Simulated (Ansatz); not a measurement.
Values for one crystal, relaxed and computed with plane-wave PAW PBEsol (Ansatz code); other levels are named.

- Volume per atom: 10.51 Å³
- Electronic character: metallic (no gap)
- Formation energy from the elements (no fitted shifts): -0.43 eV/atom
- Bulk modulus (Birch–Murnaghan fit): 272 GPa
- Zone-centre stability: no imaginary mode at Γ
- Pressure derivative B′: 4.5
- Highest zone-centre frequency: 23.82 THz

Problem. Which compound is it?
A. SiRh, P2_1/c (Si on 4e, Rh on 4e)
B. SnMo2C, P6_3/mmc (Sn on 2d, Mo on 4f, C on 2a)
C. SiB2Mo2, Cmmm (Si on 2a, Mo on 4j, B on 4i)
D. ReB2, P6/mmm (Re on 1a, B on 2d)

Solution. C, SiB2Mo2, Cmmm (Si on 2a, Mo on 4j, B on 4i)

The start of the workflow was typed in or built on a structure type; neither database checked (COD, Materials Project) lists it. Whether it is the stable phase at ambient conditions was not checked. Symmetry was held in the PBEsol relaxation. The run is not spin-polarised. As this level gives no gap, phonon frequencies hold no LO–TO term and depend on the k-mesh and smearing (Fermi–Dirac, 0.1 eV here). The references are the lowest solids computed at this level, not always the standard phases. Spin–orbit coupling is left out wherever it is not named.

Potentials: the earlier of the program's two PAW sets. The files were generated under PBE; for other functionals the program regenerates the frozen cores, and for LDA and PBEsol the local potential too.
